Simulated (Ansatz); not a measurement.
LaZn:
```xyz
2
Lattice="3.6888 0.0000 0.0000 0.0000 3.6888 0.0000 0.0000 0.0000 3.6888" Properties=species:S:1:pos:R:3 pbc="T T T"
Zn     0.0000     0.0000     0.0000
La     1.8444     1.8444     1.8444
```

Relaxed with PBEsol. Special points in fractions of this cell's reciprocal vectors: Γ (0.000, 0.000, 0.000); X (0.000, 0.500, 0.000); M (0.500, 0.500, 0.000); R (0.500, 0.500, 0.500).

Problem. List the band energies nearest the Fermi level at these points for plane-wave PAW PBEsol (Ansatz code).

Solution. In eV from the Fermi level; about four levels below and three above (degenerate sets whole), none deeper than 8.9 eV; points with the same levels are listed once.

```
k                                below           above
-  -----------------------------------  --------------
Γ  -6.93 -6.93 -6.93 -6.19 -0.46 -0.46  1.79 1.79 1.79
X  -6.92 -6.92 -6.92 -6.89 -3.26 -2.63  0.04 1.16 1.16
M              -7.01 -7.01 -6.81 -4.36  0.36 0.54 0.54
R              -2.26 -2.26 -2.26 -1.61  1.98 1.98 1.98
```

Space group Pm-3m (CsCl type). The workflow started from an entry of the Crystallography Open Database (COD). Its standing as an ambient phase is unchecked. The cell was relaxed with PBEsol under the symmetry of its start; of distortions, only those at the zone centre were tested. Scalar-relativistic: spin–orbit coupling is off unless named, which matters more the heavier the elements.

Potentials: the later of the program's two PAW sets.
